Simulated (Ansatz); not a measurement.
CsV$_{2}$O$_{5}$ in space group Pmmn (No. 59; Pearson symbol oP16), PBE+D3(BJ) in the plane-wave PAW code Ansatz, all energies at zero smearing, with the estimated change up to a 700 eV cutoff added, with one set of potentials and settings (totals compare only within such a set). Cell of 16 atoms (4 V, 10 O, 2 Cs): -28681.625 eV.

```json
[
 {"element": "V", "reference phase": "Im-3m, 1 atoms in the cell", "E (eV/atom)": "-2913.1116"},
 {"element": "O", "reference phase": "C2/m, 4 atoms in the cell, spin-polarised", "E (eV/atom)": "-565.0488"},
 {"element": "Cs", "reference phase": "P6_3/mmc, 2 atoms in the cell", "E (eV/atom)": "-5670.8570"}
]
```

Formation energy per atom, worked out: (-28681.625 − 4×(-2913.1116) − 10×(-565.0488) − 2×(-5670.8570))/16 = -2.311 eV/atom (-223 kJ per mol of atoms), at 0 K, without zero-point energy or fitted corrections.

The cell is a constructed one: a structure type filled with these elements; neither database checked (COD, Materials Project) lists it. COD files the formula under space group No. 14. Its standing as an ambient phase is unchecked. The cell was relaxed with PBE+D3(BJ) under the symmetry of its start; its stability against distortions is not shown here. Magnetic state: ferromagnetic, chosen from 3 collinear starts compared on coarse meshes (ties went to the first, and starts can fall back to one state), not a proven ground state. No Hubbard U is applied. The references are the lowest solids computed at this level, not always the standard phases (solids in place of the gases). Spin–orbit coupling is left out wherever it is not named.

Potentials: the later of the program's two PAW sets.
